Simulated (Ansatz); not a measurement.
## Mechanical response of La (P6_3/mmc)

```
La
1.0
     3.65356    0.00000    0.00000
    -1.82678    3.16408    0.00000
     0.00000    0.00000    5.98832
La
2
Direct
  0.33333 0.66667 0.25000
  0.66667 0.33333 0.75000
```

Conventional cell: a = 3.654 Å, b = 3.654 Å, c = 5.988 Å, α = 90.00°, β = 90.00°, γ = 120.00°. Around La (atom 1) lie 12 La at 3.65 to 3.66 Å.

Unless marked otherwise, the numbers come from PBEsol, all-electron LAPW in Ansatz 0.2.0, scalar-relativistic. k mesh 14×14×8, strains of ±0.005, Fermi-Dirac smearing of 0.100 eV, basis error target 1 meV/atom. The cell was relaxed by PAW under this functional, which moved its volume by -6 % from the database entry's.

The cell is hexagonal and carries a residual pressure of 0.04 GPa at this level. Each strain component that symmetry leaves independent is applied at ±0.005, the ions relax wherever a strain frees them, and the stress (tension positive, GPa) is read. Shears are engineering strains, γ = 2ε.

| strain | size | σxx | σyy | σzz | σyz | σxz | σxy |
| --- | --- | --- | --- | --- | --- | --- | --- |
| xx | -0.005 | -0.2700 | -0.0900 | -0.1302 | 0.0000 | 0.0000 | 0.0000 |
| xx | +0.005 | 0.1930 | 0.0209 | 0.0466 | 0.0000 | 0.0000 | 0.0000 |
| zz | -0.005 | -0.1245 | -0.1245 | -0.3095 | 0.0000 | 0.0000 | 0.0000 |
| zz | +0.005 | 0.0524 | 0.0524 | 0.2222 | 0.0000 | 0.0000 | 0.0000 |
| yz | -0.005 | -0.0348 | -0.0340 | -0.0423 | -0.0445 | 0.0000 | 0.0000 |
| yz | +0.005 | -0.0348 | -0.0340 | -0.0423 | 0.0445 | 0.0000 | 0.0000 |

A central difference gives one constant, for example C11 ≈ (0.1930 − (-0.2700))/(0.01) = 46.3 GPa; the program then imposes the crystal's symmetry on the whole matrix.

Task: What are the independent elastic constants?

Result: C11 = 46.3, C12 = 11.1, C13 = 17.7, C33 = 53.2, C44 = 8.9 GPa.

Task: Is the crystal stable against homogeneous strain?

Result: The least eigenvalue of the 6×6 matrix is 8.9 GPa, so yes.

Task: What moduli does a random aggregate of grains have?

Result: Voigt and Reuss bounds: B from 26.1 to 26.5 and G from 12.4 to 13.7 GPa; their means are B = 26.3 and G = 13.0 GPa. Then E = 9BG/(3B + G) = 33.6 GPa, ν = (3B − 2G)/(6B + 2G) = 0.287 and B/G = 2.02, on the ductile side of Pugh's 1.75 (a rule of thumb).

Task: With the density of 6.664 g/cm³, how fast does sound travel, and what Debye temperature follows?

Result: 

| direction | slow (m/s) | middle (m/s) | fast (m/s) |
| --- | --- | --- | --- |
| x | 1156 | 1625 | 2636 |
| y | 1156 | 1625 | 2636 |
| z | 1156 | 1156 | 2825 |

The mean of v⁻³ over directions and branches gives v_m = 1551 m/s and θ_D = (ħ/k_B) v_m (6π²n)^(1/3) = 142 K, n being atoms per volume. Young's modulus spans 27 to 42 GPa over directions, and the universal anisotropy index is 0.55.

Task: How far do the constants move if PAW replaces LAPW in the same cell?

Result: 

| constant | LAPW (GPa) | PAW (GPa) | difference |
| --- | --- | --- | --- |
| C11 | 46.3 | 46.2 | -0.1 |
| C12 | 11.1 | 11.0 | -0.1 |
| C13 | 17.7 | 17.6 | -0.1 |
| C33 | 53.2 | 53.0 | -0.2 |
| C44 | 8.9 | 8.9 | 0.0 |

Task: How do the constants change if the ions are clamped to the homogeneous strain?

Result: Clamped values, with the change against relaxed ions: C11 = 48.8 (+2.5), C12 = 8.6 (-2.5), C13 = 17.7 (+0.0), C33 = 53.2 (+0.0), C44 = 8.9 (+0.0) GPa.

Task: What happens at 20 GPa (cell relaxed there)?

Result: The volume falls to 0.6559 of its value, and C11 = 178.5, C12 = 46.2, C13 = 43.4, C33 = 189.6, C44 = 14.9 GPa (slopes of the stress), in this structure whether or not another phase takes over.

Keep in mind: responses of metals move with mesh and smearing; elastic stability says nothing of phonons or of other phases; the frozen-core PAW files of the compared runs were fitted under PBE, their cores solved anew for this functional.
